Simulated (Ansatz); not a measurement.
Input and command of a calculation in Ansatz (plane waves; scalar-relativistic PAW potentials unless the input names others):

```yaml
crystal:
  lattice:
    - [3.1665126785, 0.0005141682, -0.0001886593]
    - [-0.5301996163, 4.051323786, 0.0011524322]
    - [-0.5173467753, -1.3224205541, 4.6157768039]
  atoms:
    - { symbol: Bx, position: [0.3310936209, 0.5064383287, 0.2033013632] }
    - { symbol: B, position: [0.9011442764, 0.7233824103, 0.2815029159] }
    - { symbol: B, position: [0.5845882863, 0.744553508, 0.9481147431] }
    - { symbol: B, position: [0.997624292, 0.0999024258, 0.5557308413] }
    - { symbol: P, position: [0.5445158686, 0.3896126854, 0.5717685784] }
    - { symbol: P, position: [0.1410336558, 0.0361106417, 0.9395815581] }
basis:
  ecutwfc: 420
kpoints:
  mp_grid: { grid: [12, 10, 8] }
hamiltonian:
  xc: pbe
scf:
  occupations: { method: gaussian, width: 0.1 }
  max_iter: 75
output:
  forces: true
  eigenvalues: true
  stress: true
```

```bash
ansatz run input.yaml --threads 1 --pin off --max-ram 2560MiB --backend cpu --events-out ev --progress --plain --runs-dir out
```

Task: What is wrong with this input?

Result: The program refuses it, because of an unknown element (crystal.atoms[0].symbol: "B" → "Bx"). With the sound run's settings it is accepted.

Abridged log:
```
Error: YAML parse error: error: line 7 column 17: `Bx` is not an element symbol (H … Og, case-exact)
 --> <input>:7:17
  |
5 |     - [-0.5173467753, -1.3224205541, 4.6157768039]
6 |   atoms:
7 |     - { symbol: Bx, position: [0.3310936209, 0.5064383287, 0.2033013632] }
  |                 ^ `Bx` is not an element symbol (H … Og, case-exact)
8 |     - { symbol: B, position: [0.9011442764, 0.7233824103, 0.2815029159] }
9 |     - { symbol: B, position: [0.5845882863, 0.744553508, 0.9481147431] }
  |
```